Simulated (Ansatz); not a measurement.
Na (bcc, W type), conventional cell a = b = c = 4.222 Å, α = β = γ = 90.00°. The calculation uses the primitive cell of 1 atom, to which meshes and values per cell refer.

The volume is varied about the relaxed value V₀ at fixed cell shape. Symmetry pins the atoms to their sites.

Method: r2SCAN (plane waves to 500 eV, PAW, scalar-relativistic; Ansatz, an electronic-structure program). k mesh 16×16×16 (Γ-centred), Fermi-Dirac smearing 0.05 eV. E stands for the smeared free energy. Compression counts positive. Na was relaxed with its symmetry unable to fall. The zero of ΔE is the relaxed starting cell.

Task: Estimate the ΔE (meV/atom) and P (GPa) for V/V₀ = 0.900, 0.925, 0.950, 0.975, 1.025, 1.050, 1.075, 1.100.

Result: 
```csv
V/V₀,ΔE (meV/atom),P (GPa)
0.900,11,1.0
0.925,6,0.7
0.950,3,0.4
0.975,1,0.2
1.025,1,-0.2
1.050,2,-0.3
1.075,4,-0.5
1.100,8,-0.6
```

(A scan under strain: stresses follow from slopes of the energy per volume, elastic moduli from its curvatures.)
